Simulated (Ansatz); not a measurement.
Input and command of a calculation in Ansatz (plane waves; scalar-relativistic PAW potentials unless the input names others):

```yaml
crystal:
  lattice:
    - [-1.9281054382, 1.9281054382, 4.7029949528]
    - [1.9281054382, -1.9281054382, 4.7029949528]
    - [1.9281054382, 1.9281054382, -4.7029949528]
  atoms:
    - { symbol: Ti, position: [0.0, 0.0, 0.0] }
    - { symbol: Ti, position: [0.75, 0.25, 0.5] }
    - { symbol: O, position: [0.2065067269, 0.2065067269, 0.0] }
    - { symbol: O, position: [0.9565067269, 0.4565067269, 0.5] }
    - { symbol: O, position: [0.5434932731, 0.0434932731, 0.5] }
    - { symbol: O, position: [0.7934932731, 0.7934932731, 0.0] }
basis:
  ecutwfc: 420
  ecutrho_ratio: 12
kpoints:
  mp_grid: { grid: [10, 10, 10] }
hamiltonian:
  xc: pbe
scf:
  occupations: { method: gaussian, width: 0.05 }
  algorithm: direct_min
output:
  forces: true
  eigenvalues: true
  stress: true
```

```bash
ansatz run input.yaml --threads 2 --pin off --max-ram 5120MiB --backend cpu --events-out ev --progress --plain --runs-dir out
```

Abridged log:
```
Basis set: ecut = 420 eV, 1371 PW (Γ), exchange–correlation on 128×128×128 points (8 copies of the dense FFT grid, shifted against one another)
Bands: 30, of which v1, the nominal top of the filled ones, is band 24 counted from 1 (23 counted from 0)
Symmetry: 16 space group operations
k-points: 102 of 1000
SCF iter   1: F=—  HF=-7277.428290 eV  |F-HF|=—  |Δ(HF+E_count)|=         —  Δρ=3.43e-3  dr2=3.20e-3  ethr=1.77e-3  ⟨swp⟩=5.0  Hψ=12473  notcnv=0
SCF iter   2: F=—  HF=-7277.430925 eV  |F-HF|=—  |Δ(HF+E_count)|=   2.64e-3  Δρ=1.51e-3  dr2=1.26e-3  ethr=6.67e-6  ⟨swp⟩=4.2  Hψ=9300  notcnv=0
SCF iter   3: F=—  HF=-7277.430637 eV  |F-HF|=—  |Δ(HF+E_count)|=   2.89e-4  Δρ=2.88e-4  dr2=3.67e-5  ethr=5.01e-8  ⟨swp⟩=4.0  Hψ=13162  notcnv=0
SCF iter   4: F=—  HF=-7277.430628 eV  |F-HF|=—  |Δ(HF+E_count)|=   9.14e-6  Δρ=5.93e-5  dr2=1.69e-6  ethr=1.89e-8  ⟨swp⟩=3.0  Hψ=7274  notcnv=0
SCF iter   5: F=-7277.430627 eV  HF=-7277.430627 eV  |F-HF|=7.45e-9  |Δ(HF+E_count)|=   7.26e-7  Δρ=4.57e-6  dr2=9.35e-9  ethr=8.71e-10  ⟨swp⟩=3.4  Hψ=7383  notcnv=0
SCF 1 converged in 5 iterations: F = -7277.430627 eV  dr2 = 9.35e-9
  Residual-converged pass: ⟨swp⟩=3.2  Hψ=7240  notcnv=0  max |occ|·‖R‖ = 6.6e-6 eV (tolerance 6.7e-6 eV) dr2=1.09e-8  dr2_onsite=1.46e-9  max |Δocc| = 4.5e-200
SCF converged after 5 iterations
Stability not checked: this state was not tested for a lower state beside it, because a direct minimisation reached the state, and no test of it is asked (direct_minimisation; see scf.lower_state_search)
Free energy (F): -7277.430627 eV
Harris-Foulkes:  -7277.430627 eV  (|F-HF|=7.45e-9)
Internal energy: -7277.430627 eV  (E = F + TS)
E sigma→0 (E₀):  -7277.430627 eV
Fermi energy:    7.952107 eV
--- Forces (eV/Å), atoms counted from 1 ---
  atom   1  Ti     0.00000000     0.00000000     0.00000000
  atom   2  Ti     0.00000000     0.00000000     0.00000000
  atom   3  O      0.00000000     0.00000000     0.57838853
  atom   4  O      0.00000000     0.00000000     0.57838853
  atom   5  O      0.00000000     0.00000000    -0.57838853
  atom   6  O      0.00000000     0.00000000    -0.57838853
--- Stress (GPa, compression-positive) ---
       -2.463839       0.000000       0.000000
        0.000000      -2.463839       0.000000
        0.000000       0.000000       8.399458
  P = ⅓ Tr σ = 1.1573 GPa (11.573 kbar)
```

Apart from outputs and empty bands, the input differs from a reference run on usual settings in basis.ecutrho_ratio: not typed → 12; scf.algorithm: not typed → "direct_min". The reference, at the same geometry (not necessarily relaxed), gave pressure 1.16 GPa, largest force 0.578 eV/Å, gap on the mesh 2.11 eV. This run converged in 5 SCF iterations (reference: 7) with an energy at zero smearing within 0.01 meV/atom of the reference's, pressure 1.16 GPa, largest force 0.578 eV/Å, gap on the mesh 2.11 eV.

Time: 24 s on 2 threads of AMD EPYC 7R43 64-Core Processor (Zen 3), with other jobs on the host, peak memory 0.94 GiB.